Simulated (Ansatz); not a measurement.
**Slab of bcc Fe (110), 7 layers**

The slab is cut from the bcc crystal, the stable phase, as relaxed on PAW files (11.35 Å³/atom), with 16 Å of vacuum and a dipole correction:

```
Fe
1.0
     2.45202    0.00000    0.00000
    -0.81734    2.31179    0.00000
     0.00000    0.00000   28.01240
Fe
7
Cartesian
  0.0000 0.0000 8.0000
  0.8173 1.1559 10.0021
  0.0000 0.0000 12.0041
  0.8173 1.1559 14.0062
  0.0000 0.0000 16.0083
  0.8173 1.1559 18.0103
  0.0000 0.0000 20.0124
```

Level of theory: DFT with PBE, scalar-relativistic, in Ansatz 0.2.0; a Γ-centred 17×17×1 k mesh, Fermi–Dirac smearing of 0.1 eV, spin-polarised from start moments Fe1 2.5, Fe2 2.5, Fe3 2.5, Fe4 2.5, Fe5 2.5, Fe6 2.5, Fe7 2.5 μB. LAPW: all electrons, basis error target 1 meV/atom; PAW: frozen-core files, cutoff 420 eV.

The bulk energy comes from a cell in the slab's orientation on a 17×17×10 mesh. The surface energy is (E(slab) − N·E(bulk))/2A at zero smearing, the mean of both faces; thin slabs carry quantum-size effects.

Other magnetic orders may lie lower.

Question: As cut, the LAPW slab lies 1.780 eV above 7 atoms of bulk. What surface energy is that?

Answer: Over two faces of 5.67 Å² it is 157.0 meV/Å², and times 16.02 J/m² per eV/Å² that gives γ = 2.516 J/m².

Question: What do relaxation and the other method give, and what work function comes out?

Answer: 

```json
{"method": "LAPW", "γ as cut (J/m²)": "2.516", "γ relaxed (J/m²)": "2.514", "Φ as cut (eV)": "4.79", "Φ relaxed (eV)": "4.79"}
{"method": "PAW", "γ as cut (J/m²)": "2.509", "γ relaxed (J/m²)": "2.507", "Φ as cut (eV)": "4.80", "Φ relaxed (eV)": "4.80"}
```

Question: How do the spacings between the planes relax (positions relaxed on PAW files)?

Answer: From the bottom face up: d12 -0.3 % of 2.002 Å, d23 +0.4 % of 2.002 Å, d34 -0.4 % of 2.002 Å, d45 -0.4 % of 2.002 Å, d56 +0.4 % of 2.002 Å, d67 -0.3 % of 2.002 Å.

Question: How do the moments vary through the slab?

Answer: Fe1 2.58, Fe2 2.30, Fe3 2.19, Fe4 2.17, Fe5 2.19, Fe6 2.30, Fe7 2.58 μB in the LAPW spheres; the bulk has Fe 2.21 μB.
